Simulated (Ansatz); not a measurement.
**Profile along the Au–Au line in Au (fcc, Cu type)**

Au (fcc, Cu type), conventional cell a = 4.1241 Å, b = 4.1241 Å, c = 4.1241 Å, α = 90.00°, β = 90.00°, γ = 90.00°. The calculation uses the primitive cell of 1 atom, to which meshes and values per cell refer.

Fields along a shortest Au–Au line of a {110} plane (2.92 Å), from Au to Au, interpolated on the slice's grid (step about 0.2 Å). Computed with r2SCAN (plane waves to 500 eV, PAW, scalar-relativistic; Ansatz, a program for electronic structure). k mesh 19×19×19. These are valence fields of a PAW run, semicore shells included where kept as valence: close to a nucleus they are smooth pseudo fields. Au was relaxed with its symmetry unable to fall. Spin-orbit coupling is left out, though Au is heavy.

```tsv
distance from Au (Å)	valence electron density (e/Å³)	electron localisation function
0.00	14.94	x
0.29	11.62	x
0.58	5.90	0.56
0.88	1.55	0.43
1.17	0.43	0.25
1.46	0.27	0.20
1.75	0.43	0.25
2.04	1.55	0.43
2.34	5.90	0.56
2.63	11.62	x
2.92	14.94	x
```

x: too close to a nucleus for the ELF to mean much.

Density on the Au–Au line (2.92 Å) at its midpoint: 0.27 e/Å³. ELF at that point: 0.2.
